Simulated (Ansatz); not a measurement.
# Optical constants of SbP

Computed with Ansatz 0.2.0, DFT PBE, scalar-relativistic, plane waves, PAW. Settings: 420 eV plane-wave cutoff, Γ-centred 12×12×12 mesh, Fermi-Dirac smearing of 0.15 eV. No spin polarisation.

Equilibrium structure at this level:
```yaml
crystal:
  lattice:
    - [0.00000, 2.95360, 2.95360]
    - [2.95360, 0.00000, 2.95360]
    - [2.95360, 2.95360, 0.00000]
  atoms:
    - { symbol: Sb, position: [0.00000, 0.00000, 0.00000] }
    - { symbol: P, position: [0.25000, 0.25000, 0.25000] }
```

The cell is the ideal cubic zincblende prototype; whether it is the stable structure of this composition wasn't checked. In a metal these results depend on the k mesh and the smearing. Spin–orbit coupling is left out, which matters for heavy elements.

Independent-particle response (no local fields, no excitons) on a 20×20×20 mesh, broadened by 0.1 eV; the Drude term is undamped and its weight carries the smearing above, which sets much of it in a semimetal. The run couldn't bound its error over part or most of this range, so small peaks and near ties are unsure. Light polarised along x. ε₁ lacks the small share of bands above those solved.

Question: Tabulate n, κ, the reflectivity and the absorption coefficient against photon energy.

Answer:
```
E (eV) n      κ     R  α (10⁵ cm⁻¹)
   0.2  0.92  29.19  1.00          5.92
   0.5  1.68  11.54  0.95          5.85
   0.8  1.68   7.12  0.88          5.77
   1.1  1.82   4.57  0.75          5.10
   1.4  2.60   3.48  0.59          4.94
   1.7  2.84   3.20  0.55          5.51
   2.0  2.94   2.88  0.51          5.84
   2.3  3.39   2.64  0.48          6.15
   2.6  3.35   3.75  0.59          9.87
   2.9  2.46   3.72  0.62         10.94
   3.2  2.48   3.58  0.60         11.60
   3.5  1.53   3.45  0.67         12.24
   3.8  1.41   2.83  0.59         10.89
   4.1  1.46   2.55  0.54         10.61
   4.4  1.42   2.35  0.50         10.49
   4.7  1.60   2.09  0.42          9.96
   5.0  1.86   2.14  0.42         10.85
   5.3  1.90   2.71  0.52         14.57
   5.6  1.43   2.61  0.55         14.79
   5.9  1.28   2.51  0.55         15.04
   6.2  1.12   2.49  0.58         15.64
   6.5  0.95   2.37  0.60         15.60
   6.8  0.84   2.26  0.60         15.56
   7.1  0.75   2.14  0.61         15.41
   7.4  0.67   2.07  0.62         15.52
   7.7  0.59   1.91  0.62         14.89
   8.0  0.55   1.81  0.61         14.67
   8.3  0.52   1.62  0.58         13.62
   8.6  0.62   1.68  0.54         14.63
   8.9  0.53   1.61  0.57         14.50
   9.2  0.50   1.53  0.56         14.27
   9.5  0.51   1.48  0.54         14.22
   9.8  0.47   1.50  0.57         14.89
  10.1  0.42   1.47  0.60         15.01
  10.4  0.30   1.39  0.67         14.69
  10.7  0.27   1.26  0.67         13.62
  11.0  0.28   1.17  0.63         13.06
  11.3  0.29   1.12  0.61         12.86
  11.6  0.28   1.05  0.59         12.34
  11.9  0.29   1.01  0.57         12.24
```

Question: Where is the highest local maximum of ε₂ between 0.3 and 12 eV?

Answer: At 0.3 eV, where ε₂ = 59.0.

Cost: 1 run of about 0.79 core-minutes, on Intel Xeon 6975P-C (Granite Rapids) (shared hosts).